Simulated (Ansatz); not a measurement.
According to the program Ansatz at the PBE level (PAW), Ga2PN in the trigonal phase (P3m1; Ga on 1a, Ga on 1c, P on 1a, N on 1c) relaxes to a = 3.553 Å, c = 5.902 Å. P has 4 nearest neighbours from 2.28 Å (tetrahedral); N has 4 nearest neighbours from 1.98 Å (tetrahedral). Against the elements it lies at -0.17 eV/atom, with no fitted shifts.

Electronic character: metallic (no gap).

An equation-of-state fit gives a bulk modulus of 99.8 GPa.

The start of the workflow was typed in or built on a structure type; neither database checked (COD, Materials Project) lists it. Whether it is the stable phase at ambient conditions was not checked. Symmetry was held in the PBE relaxation; its stability against distortions is not shown here. The references are the lowest solids computed at this level, not always the standard phases (solids in place of the gases). Scalar-relativistic: spin–orbit coupling is off unless named, which matters more the heavier the elements.

Potentials: the earlier of the program's two PAW sets.
